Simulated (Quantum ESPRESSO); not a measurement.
```yaml
crystal:
  lattice:
    - [0.00000, 2.25350, 2.25350]
    - [2.25350, 0.00000, 2.25350]
    - [2.25350, 2.25350, 0.00000]
  atoms:
    - { symbol: Ga, position: [0.00000, 0.00000, 0.00000] }
    - { symbol: N, position: [0.75000, 0.75000, 0.75000] }
```
The cell comes from the Materials Project (a computed structure). It is GaN in F-43m. Stability against distortions was not tested.

With PBE (σ by GIPAW in a modified build of Quantum ESPRESSO; JTH PAW datasets, 25 Ha):

| quantity | PBE |
|---|---|
| σ_iso Ga (ppm) | 1318.4 |
| σ_iso N (ppm) | 111.0 |

These are absolute shieldings with no macroscopic susceptibility term; δ = σ_ref − σ needs a reference computed alike. By our sweeps, such settings leave a few ppm in absolute σ on light atoms and up to some 20 ppm from Zn on. Static lattice: thermal averaging is not included.

Task: What does the LDA, on its own JTH datasets and the same geometry, give?

Result: 
```
quantity           LDA  LDA − PBE
--------------  ------  ---------
σ_iso Ga (ppm)  1267.8      -50.6
σ_iso N (ppm)     99.0      -12.0
```
